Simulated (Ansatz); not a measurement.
Zn: from a starting cell to a relaxed one

The start is a relaxed Zn cell, doubled along one cell vector, shaken by Gaussian noise of σ = 0.08 Å a coordinate. The structure is fully relaxed (lattice and positions, P = 0) with r2SCAN (plane waves to 500 eV, PAW, scalar-relativistic; Ansatz, a program for electronic structure). The first steps use a coarse 15×15×6 k-mesh.

Initial structure:
```
CELL_PARAMETERS angstrom
      2.21775    -1.27990     0.00000
      2.21775     1.27990     0.00000
     -2.96856     0.00000     5.28963
ATOMIC_POSITIONS crystal
  Zn 0.98740 0.01602 0.26383
  Zn 0.99298 0.00997 0.77080
```

Task: What is the largest force in the starting geometry, and on which atom (counted from 1)?

Result: 0.04 eV/Å, on Zn1, Zn2 (atoms numbered as listed).

Task: How much energy is released per atom?

Result: Under 0.01 eV/atom.

Task: Is the parent structure recovered?

Result: It relaxes back to the parent, R-3m (No. 166).

Task: How do the shortest distances between atoms change?

Result: The closest pairs of elements (up to four, under 3.6 Å), start → end: Zn–Zn 2.56 → 2.57 Å.

Task: What band gap does the relaxed structure have at this level?

Result: No gap (metallic).

Final values are on a 21×21×18 k-mesh of the relaxed cell. No spin polarisation in the result.

The run could not lose the symmetry of its start, so the end can be a saddle point.

The relaxed structure here is a generated cell of Zn: the first start was made by a random draw of sites in a space group, and the end was not matched to a known phase here, so it may be hypothetical. Known forms of Zn include space group No. 194.
